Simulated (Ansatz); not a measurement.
# In₂GaAs₃: an alloy series on one sublattice

In₂GaAs₃, I-4m2, a = 4.195 Å, c = 17.917 Å. The structure is a Materials Project entry; whether it is the stable form wasn't checked. Ansatz: PBEsol, PAW, 420 eV, Γ-centred 6×6×6 mesh on 12 atoms, Gaussian smearing 0.10 eV; no spin polarisation. Tl replaces In on a share x of its sites in ordered cells of 12 atoms, relaxed within their symmetry; both ends keep this structure, and each row is the lowest of the orders tried at that x (1 to 2). The mixing energy is per mixed site over the two ends. The end at x = 1, Tl2GaAs3, was made by replacing every In; whether it exists in this structure wasn't checked, and against its stable phases the mixing energies would lie higher.

```
    x mixing energy (meV/site) V (Å³/atom)
0.000                       0.0       26.278
0.250                       3.8       26.591
0.500                       5.1       26.913
0.750                         ?            ?
1.000                       0.0       27.535
```

Question: Fit the regular-solution form ΔH = Ω x(1 − x), and V = the straight line between the end volumes + b x(1 − x), to the other rows and predict the missing row.

Answer: With w = x(1 − x): x = 0.250, w = 0.1875, ΔH/w = 20, excess volume -0.001; x = 0.500, w = 0.2500, ΔH/w = 20, excess volume 0.007. Least squares through zero (Σ w·y / Σ w²) gives Ω = 20.35 meV and b = 0.01424 Å³. At face value a random solution would unmix below Ω/2k_B = 120 K. The orders tried at one x differ by up to 0 meV/site, and taking the lowest tends to put Ω under a random alloy's. At x = 0.750, w = 0.1875: ΔH = 3.8 meV/site and V = 27.223 Å³/atom (computed 27.221). The run gave 4.0 meV/site, so the fit is 0.2 meV/site too low, a small miss on the scale of the series.

Mixing energies of a few meV in a metal also hang on the k mesh. Spin–orbit coupling is left out, which can shift energies with elements as heavy as these.

Cost: 6 runs of about 36 core-minutes in all, on Intel Xeon 6975P-C (Granite Rapids) (shared hosts).